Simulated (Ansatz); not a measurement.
Input:

AlOs (CsCl type, space group No. 221), a = 2.997 Å, b = 2.997 Å, c = 2.997 Å, α = 90.00°, β = 90.00°, γ = 90.00°.

This is the r²SCAN-relaxed structure.

Task: All from the program Ansatz at the r²SCAN level (PAW), unless another level is named. Estimate the formation energy from the elements (no fitted shifts).

Result: -0.44 eV/atom.

Task: Give the density of states at the Fermi level.

Result: 0.63 states/eV per atom (mean over ±0.08 eV).

Task: What about the gap with spin–orbit coupling?

Result: none (metallic).

Space group Pm-3m (CsCl type). The first step of the workflow began from a Materials Project structure, measured or hypothetical; the Crystallography Open Database copy checked does not list it. With Al and Os taken as one species the cell has the higher symmetry Im-3m, so it may be an ordered model of a mixed-site phase. Whether it is the stable phase at ambient conditions was not checked. Symmetry was held in the r²SCAN relaxation; of distortions, only those at the zone centre were tested. No spin polarisation was allowed. The references are the lowest solids computed at this level, not always the standard phases. Spin–orbit coupling is left out wherever it is not named.

Potentials: the later of the program's two PAW sets.
